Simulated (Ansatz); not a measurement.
Relaxed AlN (wurtzite):

```
CELL_PARAMETERS angstrom
      3.11382     0.00000     0.00000
     -1.55691     2.69665     0.00000
      0.00000     0.00000     4.98358
ATOMIC_POSITIONS crystal
  Al 0.33333 0.66667 0.99641
  Al 0.66667 0.33333 0.49641
  N  0.33333 0.66667 0.37839
  N  0.66667 0.33333 0.87839
```

Computed with PBEsol (plane waves to 420 eV, PAW, scalar-relativistic; Ansatz, an electronic-structure program). k mesh 10×10×6 (Γ-centred), Fermi-Dirac smearing 0.05 eV. AlN was relaxed with its symmetry unable to fall.

One atom of the cell was then moved (with its periodic images), all else fixed, and the forces (eV/Å) came out as:

```json
[
 {"atom": "Al1", "Fx": "-0.016", "Fy": "-0.018", "Fz": "0.002"},
 {"atom": "Al2", "Fx": "0.381", "Fy": "0.418", "Fz": "0.021"},
 {"atom": "N3", "Fx": "-0.326", "Fy": "-0.362", "Fz": "-0.019"},
 {"atom": "N4", "Fx": "-0.039", "Fy": "-0.039", "Fz": "-0.004"}
]
```

### Question
Which atom was moved, and by which vector (Å)?

### Answer
Al2, by (-0.03, -0.03, 0.00), 0.04 Å in all.

(For displaced atoms, the force is minus the slope of the energy, and its curvature is a force constant, which sets phonon frequencies.)
